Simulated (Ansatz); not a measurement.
Start of a relaxation, 1 SiCl4 a cell, flat, over a bridge C-Ti site (TiC, Fm-3m (No. 225), (1 0 0) face):

```yaml
crystal:
  lattice:
    - [6.06863, 0.00000, 0.00000]
    - [0.00000, 6.06863, 0.00000]
    - [0.00000, 0.00000, 26.78075]
  atoms:
    - { symbol: Ti, position: [0.25000, 0.25000, 0.29872] }
    - { symbol: Ti, position: [0.25000, 0.75000, 0.29872] }
    - { symbol: Ti, position: [0.75000, 0.25000, 0.29872] }
    - { symbol: Ti, position: [0.75000, 0.75000, 0.29872] }
    - { symbol: C, position: [0.50000, 0.50000, 0.29872] }
    - { symbol: C, position: [0.50000, 0.00000, 0.29872] }
    - { symbol: C, position: [0.00000, 0.50000, 0.29872] }
    - { symbol: C, position: [0.00000, 0.00000, 0.29872] }
    - { symbol: Ti, position: [0.50000, 0.50000, 0.37884] }
    - { symbol: Ti, position: [0.50000, 0.00000, 0.37884] }
    - { symbol: Ti, position: [0.00000, 0.50000, 0.37884] }
    - { symbol: Ti, position: [0.00000, 0.00000, 0.37884] }
    - { symbol: C, position: [0.75000, 0.75000, 0.37884] }
    - { symbol: C, position: [0.75000, 0.25000, 0.37884] }
    - { symbol: C, position: [0.25000, 0.75000, 0.37884] }
    - { symbol: C, position: [0.25000, 0.25000, 0.37884] }
    - { symbol: Ti, position: [0.75000, 0.75000, 0.45816] }
    - { symbol: Ti, position: [0.75000, 0.25000, 0.45816] }
    - { symbol: Ti, position: [0.25000, 0.75000, 0.45816] }
    - { symbol: Ti, position: [0.25000, 0.25000, 0.45816] }
    - { symbol: C, position: [0.00000, 0.00000, 0.45880] }
    - { symbol: C, position: [0.00000, 0.50000, 0.45880] }
    - { symbol: C, position: [0.50000, 0.00000, 0.45880] }
    - { symbol: C, position: [0.50000, 0.50000, 0.45880] }
    - { symbol: Ti, position: [0.00000, 0.00000, 0.53639] }
    - { symbol: Ti, position: [0.00000, 0.50000, 0.53639] }
    - { symbol: Ti, position: [0.50000, 0.00000, 0.53639] }
    - { symbol: Ti, position: [0.50000, 0.50000, 0.53639] }
    - { symbol: C, position: [0.25000, 0.25000, 0.54109] }
    - { symbol: C, position: [0.25000, 0.75000, 0.54109] }
    - { symbol: C, position: [0.75000, 0.25000, 0.54109] }
    - { symbol: C, position: [0.75000, 0.75000, 0.54109] }
    - { symbol: Si, position: [0.08945, 0.95586, 0.69015] }
    - { symbol: Cl, position: [0.87500, 0.12500, 0.64639] }
    - { symbol: Cl, position: [0.92031, 0.74141, 0.73391] }
    - { symbol: Cl, position: [0.25859, 0.17031, 0.73391] }
    - { symbol: Cl, position: [0.30390, 0.78672, 0.64639] }
```

All numbers below come from Ansatz 0.2.0, DFT PBE+D3(BJ), scalar-relativistic, plane waves, PAW. Cutoff 420 eV; k points 3×3×1 on the computed 37-atom cell (Γ-centred); Gaussian smearing, width 0.10 eV; no spin polarisation. A dipole correction removes the field between periodic images along c.

Atoms 1, 2, 3, 4, 5, 6, 7, 8, 9, 10, 11, 12, 13, 14, 15, 16 (counted from 1) are held. The cell is fixed. Force threshold 0.04 eV/Å.

| step | E − E_final (eV) | largest force (eV/Å) |
| --- | --- | --- |
| 1 | 0.308 | 0.534 |
| 2 | 0.181 | 0.162 |
| 3 | 0.115 | 0.139 |
| 4 | 0.080 | 0.085 |
| 5 | 0.063 | 0.071 |
| 6 | 0.058 | 0.026 |
| 7 | 0.058 | 0.026 |
| 8 | 0.055 | 0.054 |
| 9 | 0.053 | 0.050 |
| 10 | 0.049 | 0.063 |
| 11 | 0.048 | 0.075 |
| 12 | 0.046 | 0.058 |
| 13 | 0.044 | 0.184 |
| 14 | 0.039 | 0.191 |
| 15 | 0.028 | 0.052 |
| 16 | 0.022 | 0.082 |
| 17 | 0.018 | 0.154 |
| 18 | 0.014 | 0.173 |
| 19 | 0.008 | 0.138 |
| 20 | 0.004 | 0.113 |
| 21 | 0.001 | 0.055 |
| 22 | 0.001 | 0.052 |
| 23 | 0.000 | 0.024 |

Q: What is the final structure?

A:
```xyz
37
Lattice="6.0686 0.0000 0.0000 0.0000 6.0686 0.0000 0.0000 0.0000 26.7808" Properties=species:S:1:pos:R:3 pbc="T T T"
Ti    1.5172    1.5172    8.0000
Ti    1.5172    4.5515    8.0000
Ti    4.5515    1.5172    8.0000
Ti    4.5515    4.5515    8.0000
C     3.0343    3.0343    8.0000
C     3.0343    0.0000    8.0000
C     0.0000    3.0343    8.0000
C     0.0000    0.0000    8.0000
Ti    3.0343    3.0343   10.1456
Ti    3.0343    0.0000   10.1456
Ti    0.0000    3.0343   10.1456
Ti    0.0000    0.0000   10.1456
C     4.5515    4.5515   10.1456
C     4.5515    1.5172   10.1456
C     1.5172    4.5515   10.1456
C     1.5172    1.5172   10.1456
Ti    4.5523    4.5530   12.2726
Ti    4.5531    1.5146   12.2723
Ti    1.5154    4.5533   12.2724
Ti    1.5166    1.5151   12.2731
C    -0.0004    0.0003   12.2862
C    -0.0006    3.0341   12.2867
C     3.0349   -0.0002   12.2884
C     3.0349    3.0338   12.2851
Ti    0.0014   -0.0015   14.3813
Ti    0.0003    3.0369   14.3598
Ti    3.0338   -0.0014   14.3669
Ti    3.0336    3.0325   14.3593
C     1.5235    1.5224   14.4793
C     1.5146    4.5483   14.4838
C     4.5481    1.5206   14.4922
C     4.5512    4.5482   14.4851
Si    1.0530   -0.7930   18.4088
Cl   -0.1082    0.3983   17.2228
Cl    0.2448   -2.6533   18.4499
Cl    1.0836   -0.0009   20.2869
Cl    2.9460   -0.8706   17.6747
```

The end is the local minimum or symmetric point that this start leads to. The slab is only 6.4 Å thick, so the energy isn't converged with thickness.

Cost: 1 run of about 37 core-minutes, on Intel Xeon Platinum 8488C (Sapphire Rapids) (shared hosts).